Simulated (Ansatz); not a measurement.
Ir (diamond, space group No. 227) under volume change, the program Ansatz at the PBEsol level (PAW), scaled uniformly.

```json
[
 {"V (Å³/atom)": "18.989", "E − E(relaxed) (meV/atom)": "131.1", "P (GPa)": "24.50"},
 {"V (Å³/atom)": "19.615", "E − E(relaxed) (meV/atom)": "54.7", "P (GPa)": "14.87"},
 {"V (Å³/atom)": "20.241", "E − E(relaxed) (meV/atom)": "12.9", "P (GPa)": "6.78"},
 {"V (Å³/atom)": "20.867", "E − E(relaxed) (meV/atom)": "0.0", "P (GPa)": "0.00"},
 {"V (Å³/atom)": "21.494", "E − E(relaxed) (meV/atom)": "(withheld)", "P (GPa)": "(withheld)"},
 {"V (Å³/atom)": "22.120", "E − E(relaxed) (meV/atom)": "(withheld)", "P (GPa)": "(withheld)"},
 {"V (Å³/atom)": "22.746", "E − E(relaxed) (meV/atom)": "91.8", "P (GPa)": "-14.36"}
]
```

### Question
Complete the blanks.

### Answer

- 22.120, E − E(relaxed) (meV/atom): 43.1
- 22.120, P (GPa): -10.41
- 21.494, E − E(relaxed) (meV/atom): 11.4
- 21.494, P (GPa): -5.67

### Question
What does a third-order Birch–Murnaghan fit give for V₀, B₀ and B′?

### Answer
V₀ = 20.87 Å³/atom, B₀ = 206 GPa, B′ = 4.9.

Space group Fd-3m (diamond). The start of the workflow was typed in or built on a structure type; neither database checked (COD, Materials Project) lists it. It is not the phase usual at ambient conditions (space group No. 225). The PBEsol relaxation kept the symmetry of its start; whether a distortion lowers the energy is not shown. The run is not spin-polarised. Spin–orbit coupling is left out wherever it is not named.

Potentials: the earlier of the program's two PAW sets. The files were generated under PBE; for other functionals the program regenerates the frozen cores, and for LDA and PBEsol the local potential too.
